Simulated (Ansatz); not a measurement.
The elements of this relaxed trial crystal are hidden behind letters.

```
lattice vectors (Å)
   3.9644    0.0000    0.0000
  -1.9822    3.4333    0.0000
   0.0000    0.0000    7.4677
fractional positions
X 0.0000 0.0000 0.5000
Z 0.6667 0.3333 0.6742
Z 0.6667 0.3333 0.3258
Z 0.6667 0.3333 0.0000
```

All numbers below come from Ansatz 0.2.0, DFT PBE, scalar-relativistic, plane waves, PAW. Plane waves to 420 eV, a 12×12×6 mesh through Γ for the 4-atom cell and 0.10 eV Gaussian smearing; no spin polarisation.

| Property | Result |
| --- | --- |
| Space group | P-6m2 (No. 187) |
| Conventional cell | a = 3.964 Å, c = 7.468 Å |
| Volume per atom | 25.41 Å³ |
| Density | 3.98 g/cm³ |
| Formation energy | −0.18 eV/atom |
| Gap on the 12×12×6 mesh of the 4-atom cell | 0 eV (a metal) |

Energies are uncorrected and count from the elements' standard states at the same level.

Q: X is an s-block element of period 2 and Z is a p-block element of period 4. Which elements are they?

A: X = Li, Z = Se, so the formula is LiSe3. Density times volume gives a mean mass of 3.98 × 25.41/1.6605 = 60.9 u per atom, and this set has 61.0 u. Among the elements that the hints allow, noble gases aside, only these give it. Li is surrounded by 6 Se at 2.63 Å; around Se on a site of symmetry 3m lie 1 Se at 2.43 Å, 1 Se at 2.60 Å and 3 Li at 2.63 Å; Se on a site of symmetry -6m2 is surrounded by 2 Se at 2.43 Å.

An odd number of electrons in the primitive cell allows no gap without spin; a larger cell or a magnetic state could open one. A structure relaxed within its symmetry needn't be a true minimum.
